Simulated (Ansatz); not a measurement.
## BiTe (R-3m), a sublattice moved along a line

Level of theory: DFT PBEsol, scalar-relativistic, plane waves, PAW in Ansatz. Settings: plane waves to 420 eV, k-mesh 12×12×12 (Γ-centred), Gaussian smearing 0.15 eV. Spin–orbit coupling is left out, which can shift energies with elements as heavy as these. No spin polarisation. Energies are free energies at this smearing, counted from the undisturbed cell; pressure is positive in compression.

Reference structure (as given, not relaxed at this level; it stands at -2.5 GPa, and it needn't be the usual structure):

```
Bi Te
1.0
     2.42271    1.39875    3.31729
    -2.42271    1.39875    3.31729
     0.00000   -2.79750    3.31729
Bi Te
1 1
Cartesian
  0.0000 0.0000 4.9759
  0.0000 0.0000 0.0000
```

Every Te atom is moved by x along the Cartesian unit vector (0.000, -0.860, -0.510); the cell and all other atoms stay fixed. The cell is metallic on the mesh throughout.

```tsv
x (Å)	ΔE (meV/cell)
-0.1000	8.8
-0.0500	2.2
0.0000	0.0
0.0250	0.5
0.0375	1.2
0.0625	3.4
0.0750	4.9
0.0875	6.7
```

Question: Predict the pressure (GPa) at each point.

Answer:
```
  x (Å) pressure (GPa)
-0.1000            -2.3
-0.0500            -2.5
 0.0000            -2.5
 0.0250            -2.5
 0.0375            -2.5
 0.0625            -2.4
 0.0750            -2.4
 0.0875            -2.4
```